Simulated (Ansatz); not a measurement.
Method: DFT PBE, scalar-relativistic, plane waves, PAW in Ansatz 0.2.0. All cells share a 420 eV cutoff and Γ-centred k meshes spaced about 0.3 Å⁻¹ or finer (0.25 for metals, 2π included). No spin polarisation.

These are static total energies at zero pressure.

Two relaxed structures of SiB2:

1. Space group C2/m (No. 12), monoclinic, a = 8.765 Å, b = 2.827 Å, c = 5.347 Å, β = 122.7°. Around Si lie 1 B at 2.02 Å, 2 B at 2.22 Å and 3 B at 2.37–2.46 Å; around B on its first site lie 3 B at 1.73–1.77 Å, 2 B at 1.95 Å and 2 Si at 2.22 Å; around B on its second site lie 3 B at 1.73–1.77 Å and 1 Si at 2.02 Å.

2. Space group C2/m (No. 12), monoclinic, a = 10.147 Å, b = 4.806 Å, c = 5.717 Å, β = 121.7°. Around Si lie 4 B at 2.13–2.20 Å and 3 Si at 2.38–2.43 Å; around B on a site of symmetry m lie 2 B at 1.77 Å, 3 B at 1.88–1.96 Å and 2 Si at 2.20 Å; B on a site of symmetry 1 is surrounded by 4 B at 1.77–1.88 Å and 2 Si at 2.13–2.16 Å; B on a second site of symmetry m is surrounded by 4 B at 1.77–1.96 Å and 2 Si at 2.15 Å.

Question: Which form is favoured at zero pressure, and by what margin per atom?

Answer: Cell 2 is lower, by 9 meV/atom. Cell 1 has space group C2/m (No. 12), 9.3 Å³/atom and no gap on its mesh; cell 2 has space group C2/m (No. 12), 9.9 Å³/atom and no gap. Counting B atoms around Si (those within 1.25 times the shortest such distance or 1.15 times the sum of covalent radii; a plus sign parts nearer from farther groups), cell 1 has Si 1+5 and cell 2 has Si 4. Cell 1 holds B–B chains (shortest 1.73 Å); cell 2 holds Si–Si chains (shortest 2.38 Å) and B–B nets (shortest 1.77 Å). The lower one is the more open, so pressure narrows the difference. Even the lower one lies +0.44 eV/atom against the reference forms of the elements (uncorrected), so neither is stable at this level. Both come from trial cells of a structure search, whose lowest cell (Cm, 11.1 Å³/atom) lies 72 meV/atom below the lower of the two.

The k mesh leaves some 4 meV/atom of noise in the energy of each metallic cell. With atoms moved at random, cell 2 came back. Cell 1 had no clear such test and can be a saddle point. Some structure types and database cells were kept out of the candidates from the start, so a known form may be missing.
